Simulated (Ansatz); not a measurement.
This cell of AlN (wurtzite) is off equilibrium:

```
AlN
1.0
    3.13030     0.00000     0.00000
   -1.56515     2.71092     0.00000
    0.00000     0.00000     5.01801
Al N
2 2
Cartesian
  1.56515   0.90364   0.01693
  0.17551   1.98279   2.70145
  1.56515   0.90364   3.12034
  0.00000   1.80728   0.61133
```

Method: PBE (plane waves to 420 eV, PAW, scalar-relativistic; Ansatz, an electronic-structure program). k mesh 10×10×6 (Γ-centred), Fermi-Dirac smearing 0.05 eV. The energy includes the smearing's −TS. Compression counts positive. AlN was relaxed with its symmetry unable to fall.

**Question.** Predict the force on every atom, in eV/Å.

**Answer.** 
```tsv
atom	Fx	Fy	Fz
Al1	0.068	0.115	1.348
Al2	-1.674	-3.793	-3.141
N3	1.331	3.409	1.494
N4	0.275	0.269	0.299
```

**Question.** What is the stress tensor (GPa)?

**Answer.** 
```
    0.5     -7.2      0.6
   -7.2     19.4      3.9
    0.6      3.9     -3.4
```
The pressure, a third of the trace, is 5.5 GPa.

**Question.** In it atom 2 sits (0.176, 0.176, 0.176) Å away from its relaxed site. What is its energy relative to the relaxed cell?

**Answer.** 761 meV/cell.

(A displaced cell: forces are minus the slopes of the energy, force constants its curvatures, and phonons follow from these.)
